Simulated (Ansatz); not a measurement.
GaP:
```xyz
2
Lattice="0.0000 2.6956 2.6956 2.6956 0.0000 2.6956 2.6956 2.6956 0.0000" Properties=species:S:1:pos:R:3 pbc="T T T"
P      4.0434     4.0434     4.0434
Ga     0.0000     0.0000     0.0000
```

Cartesian axes are those of the cell as given.

Question: Give the high-frequency dielectric tensor and the Born effective charge tensors of the independent atoms from DFPT, plane-wave PAW LDA (Ansatz code).

Answer: 
ε∞:
```
10.6  0.00  0.00
0.00  10.6  0.00
0.00  0.00  10.6
```
Z* of atom 1 (P), rows: field, columns: displacement, in e:
```
-2.05   0.00   0.00
 0.00  -2.05   0.00
 0.00   0.00  -2.05
```
Z* of atom 2 (Ga), rows: field, columns: displacement, in e:
```
2.05  0.00  0.00
0.00  2.05  0.00
0.00  0.00  2.05
```

Space group F-43m (zinc blende). The cell was relaxed with LDA under the symmetry of its start. Spin–orbit coupling is left out wherever it is not named.

Potentials: the later of the program's two PAW sets.
